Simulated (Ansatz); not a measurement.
Ir (diamond, Fd-3m) at seven volumes, PBEsol (plane waves, PAW; program Ansatz), scaled uniformly. One row is withheld.

```json
[
 {"V (Å³/atom)": "18.990", "P (GPa)": "24.49"},
 {"V (Å³/atom)": "19.616", "P (GPa)": "14.86"},
 {"V (Å³/atom)": "20.242", "P (GPa)": "6.78"},
 {"V (Å³/atom)": "20.868", "P (GPa)": "0.00"},
 {"V (Å³/atom)": "21.494", "P (GPa)": "-5.67"},
 {"V (Å³/atom)": "22.120", "P (GPa)": "?"},
 {"V (Å³/atom)": "22.747", "P (GPa)": "-14.35"}
]
```

### Question
Fit the shown pressures and predict the withheld one.

### Answer
P = (3/2)B₀(x^(7/2) − x^(5/2))[1 + (3/4)(B′ − 4)(x − 1)] with x = (V₀/V)^(2/3). Least squares on the six rows gives V₀ = 20.869 Å³/atom, B₀ = 206 GPa, B′ = 4.91. At V = 22.120, x = 0.9619 and P = -10.40 GPa. The run itself gave -10.40 GPa.

The start of the workflow was typed in or built on a structure type; neither database checked (COD, Materials Project) lists it. It is not the phase usual at ambient conditions (space group No. 225). The PBEsol relaxation kept the symmetry of its start; of distortions, only those at the zone centre were tested. No spin polarisation was allowed. Spin–orbit coupling is left out wherever it is not named.

Potentials: the later of the program's two PAW sets.
